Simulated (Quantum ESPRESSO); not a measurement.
# Computed records: SiAsO3F3 (made-up cell, one site empty)

All values are calculated (Quantum ESPRESSO 7.5). Calculation on a made-up crystal cell, not a measurement, with one named mistake planted (healthy values lack it): periodic Kohn-Sham density functional theory in plane waves with PseudoDojo standard norm-conserving scalar-relativistic pseudopotentials, each functional with its own files (v0.5 for PBE, v0.4.1 for LDA and PBEsol), no spin polarisation, no spin-orbit coupling, atoms not relaxed, stress positive in tension, energies less a fixed whole-eV offset for each atom's element; levels are Kohn-Sham levels at fractions of this cell's reciprocal vectors, counted from the reference band (half the neutral cell's valence electrons, rounded up) at Gamma; error bars cover cutoff and k-mesh only, not smearing or the files; each bar is the largest change over components, and at least 0.002 eV, 0.002 eV per angstrom or 0.02 GPa; a charged cell sits in a uniform background, with energy and stress on this program's zero of potential; no dispersion term; energies are for the whole cell, and the offsets were chosen from early runs and are not element reference energies; a distance is the largest change of any value in units of its error bar (the energy's for the smearing term), a scale change is of lengths, and a coarse mesh keeps the half-step shift; machines and their load varied, so run times do not measure scaling.

### SiAsO3F3 (made-up cell, one site empty)

Intended structure:
```
SiAsO3F3
1.0
      5.0739    -0.0620    -0.0703
     -2.5907     4.5026     0.0262
     -0.0771    -0.0113     5.4803
As Si F O F O
1 1 1 1 2 2
Direct
  0.47432 0.00923 0.65033
  0.54472 0.54588 0.00983
  0.43586 0.25993 0.74863
  0.70847 0.13486 0.45811
  0.83598 0.59996 0.11880
  0.27142 0.42248 0.21444
  0.14568 0.74214 0.54192
  0.58318 0.86084 0.88319
```

* lattice type: quartz
* empty site: 2
* intended functional: pbe
* intended cutoff: 1143 eV
* intended fermi dirac smearing: 0.025 eV
* intended scf tolerance: 1e-07 eV
* intended electrons removed: 0
* healthy free energy less offsets: 28.265 eV
* healthy scf iterations: 14
* healthy smearing term minus ts: 0 eV
* healthy pressure: 17.49 GPa
* healthy stress xx: -23.13 GPa
* healthy stress yy: -16.64 GPa
* healthy stress zz: -12.69 GPa
* healthy stress yz: -4.18 GPa
* healthy stress xz: 6.43 GPa
* healthy stress xy: 3.75 GPa
* healthy reference band: 29
* fault kind: wrong functional
* fault functional: lda
* faulty run command: mpirun -np 4 pw.x -nk 4 -in in
* faulty run processor: AMD EPYC, Zen 5 class, virtual cores
* intended k mesh: 5 x 5 x 4, shifted by half a step
* structure shown: as intended, without the mistake
* faulty pressure: withheld
* faulty stress yy: withheld
* faulty stress yz: withheld
* faulty stress zz: withheld

Atoms:
```
atoms element  atom site  atom energy offset (eV)
           As          1                    -2887
           Si          3                     -115
            F          4                     -677
            O          5                     -452
            F          6                     -677
            F          7                     -677
            O          8                     -452
            O          9                     -452
```

Healthy forces:
```
site  x (eV/Å)  y (eV/Å)  z (eV/Å)
   1     1.837   -14.752      -3.7
   3    -7.166     2.249    -0.281
   4      -8.1    11.236      7.06
   5     6.238     4.343     -6.38
   6     4.049     0.145     1.066
   7     2.146     0.167    -2.568
   8    -1.512    -0.487     1.244
   9     2.508    -2.901     3.559
```

Healthy levels:
```
level k point  next band up (eV)
        Gamma              0.878
(1/2,1/2,1/2)              1.897
   (0.15,0,0)               1.02
   (0,0.15,0)               1.11
   (0,0,0.15)              1.024
```

Question: Estimate the faulty pressure of SiAsO3F3 (made-up cell, one site empty).
Answer: 11.04 GPa

Question: Estimate the faulty stress yy of SiAsO3F3 (made-up cell, one site empty).
Answer: -10.44 GPa

Question: What faulty stress yz does the calculation give for SiAsO3F3 (made-up cell, one site empty)?
Answer: -4.321 GPa

Question: What faulty stress zz does the calculation give for SiAsO3F3 (made-up cell, one site empty)?
Answer: -6.476 GPa

Further results for SiAsO3F3 (made-up cell, one site empty):

* faulty free energy less offsets: 38.64 eV
* faulty scf iterations: 14
* faulty smearing term minus ts: 0 eV
* faulty stress xx: -16.2 GPa
* faulty stress xz: 6.363 GPa
* faulty stress xy: 3.735 GPa
* faulty reference band: 29
* other mistakes compared: 7
* distance from healthy: 2708 error bars
* distance from nearest other mistake: 1459 error bars
* healthy error bar energy: 0.003832 eV
* healthy error bar stress: 0.02 GPa
* healthy error bar force: 0.00213 eV/Å
* healthy error bar next band up: 0.002 eV
* faulty wall time of scf and band steps on a shared machine: 53.4 s

Faulty forces:
```
site  x (eV/Å)  y (eV/Å)  z (eV/Å)
   1     1.774    -14.32    -3.683
   3    -6.728     2.379   0.08134
   4    -7.481     10.58     6.816
   5     5.627     4.055    -5.696
   6     3.149  -0.03397    0.7526
   7     2.444     0.432    -2.886
   8    -1.062  -0.05733     1.399
   9     2.278    -3.042     3.216
```

Faulty levels:
```
level k point  next band up (eV)
        Gamma             0.7785
(1/2,1/2,1/2)              1.823
   (0.15,0,0)             0.9315
   (0,0.15,0)               1.02
   (0,0,0.15)             0.9323
```
